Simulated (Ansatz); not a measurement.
AlNi (CsCl type, space group No. 221), a = b = c = 2.862 Å, α = β = γ = 90.00°.

Relaxed with PBEsol.

Q: Which orbitals make up the states near the Fermi level in PBEsol (plane waves, PAW; program Ansatz)?

A: Within 0.5 eV of the Fermi level: Ni 3d 59 %, Al 3p 28 %. Projections are on Löwdin-orthogonalised atomic valence shells; empty p or d shells of many metals are not among them.

Q: Tabulate the density of states.

A: States/eV per cell of 2 atoms, in 0.25 eV bins, energy from the Fermi level.

```csv
E (eV),total,Ni 3d,Al 3p,Al 3s
-7.85,0.35,0.02,0.16,0.11
-7.60,0.37,0.02,0.17,0.12
-7.35,0.40,0.03,0.17,0.14
-7.10,0.44,0.04,0.18,0.17
-6.85,0.46,0.05,0.19,0.18
-6.60,0.49,0.07,0.20,0.17
-6.35,0.52,0.09,0.22,0.17
-6.10,0.57,0.12,0.22,0.18
-5.85,0.62,0.16,0.23,0.18
-5.60,0.69,0.22,0.23,0.19
-5.35,0.68,0.24,0.23,0.16
-5.10,0.63,0.22,0.24,0.12
-4.85,0.65,0.24,0.25,0.10
-4.60,0.71,0.28,0.28,0.09
-4.35,0.86,0.37,0.32,0.09
-4.10,1.72,0.94,0.56,0.10
-3.85,1.79,1.09,0.53,0.08
-3.60,1.51,1.02,0.38,0.06
-3.35,2.31,1.76,0.47,0.03
-3.10,3.29,2.47,0.75,0.01
-2.85,2.37,1.97,0.34,0.00
-2.60,2.20,1.92,0.18,0.00
-2.35,3.88,3.60,0.15,0.01
-2.10,6.81,6.36,0.27,0.02
-1.85,5.79,5.42,0.23,0.01
-1.60,3.27,3.02,0.16,0.01
-1.35,0.77,0.61,0.11,0.01
-1.10,0.54,0.43,0.08,0.00
-0.85,0.57,0.44,0.10,0.00
-0.60,1.95,1.54,0.29,0.02
-0.35,1.24,0.84,0.28,0.04
-0.10,0.91,0.53,0.26,0.04
0.15,0.73,0.37,0.25,0.04
0.40,0.61,0.27,0.24,0.04
0.65,0.52,0.21,0.22,0.04
0.90,0.45,0.16,0.20,0.03
1.15,0.37,0.12,0.18,0.03
1.40,0.31,0.09,0.15,0.02
1.65,0.35,0.09,0.12,0.02
1.90,0.40,0.09,0.10,0.03
2.15,0.57,0.11,0.10,0.06
2.40,0.80,0.16,0.15,0.13
2.65,0.88,0.18,0.21,0.18
2.90,0.87,0.18,0.22,0.22
3.15,0.81,0.16,0.24,0.21
3.40,0.78,0.14,0.25,0.21
3.65,0.77,0.12,0.25,0.22
3.90,0.76,0.10,0.25,0.21
4.15,0.73,0.09,0.25,0.20
4.40,0.74,0.08,0.26,0.20
4.65,0.75,0.08,0.28,0.18
```

Space group Pm-3m (CsCl type). The PBEsol relaxation kept the symmetry of its start; of distortions, only those at the zone centre were tested. No spin polarisation was allowed.

Potentials: the later of the program's two PAW sets.
